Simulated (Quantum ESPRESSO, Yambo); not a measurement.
K2NaScF6 (space group Fm-3m, No. 225). The geometry is that of Materials Project entry mp-6058, symmetrised and not relaxed again. Chain: LDA (pw.x of Quantum ESPRESSO, ONCV potentials, without SOC); G0W0 in Yambo (2×2×2 Γ-centred k mesh, bands 3 to 304 and a 8 Ry block in the screening, 304 bands in G with the Bruneval-Gonze terminator, plasmon pole fitted at 27.2 eV); BSE (4×4×4 mesh, 18 valence and 12 conduction bands, static screening with 98 bands and a 3 Ry block, scissor 4.04 eV, Tamm-Dancoff).

The LDA gap (dense path) is 6.41 eV, the LDA gap Γ → Γ on the GW mesh is 6.41 eV and the LDA smallest direct gap on the GW mesh, at Γ is 6.41 eV. The G0W0 direct gap at that point is 10.45 eV and the G0W0 correction to the gap Γ → Γ is 4.04 eV. The direct gap on the BSE mesh, with the scissor is 10.45 eV and the first BSE state allowed for light along x comes out as 7.95 eV. The lowest BSE state comes out as 7.56 eV, the binding of the lowest exciton is 2.89 eV and the RPA electronic dielectric constant along x is 2.04 (4×4×4 mesh, LDA bands).

Rough cost of the Yambo steps against G0W0 for 6 states: BSE about 9×, one RPA spectrum about 1/5.

Nearest settings tried, and what they do to the gap: 197 bands in W, 197 bands in G: +40 meV; 7 Ry block (339 vectors against 459): -11 meV. Not varied: mesh. So the settings aren't converged at that level. The k mesh is coarse. The BSE states are vertical excitations (zero momentum). Convergence of the RPA response with its 4×4×4 mesh was not tested. Convergence of the binding with the mesh was not shown.
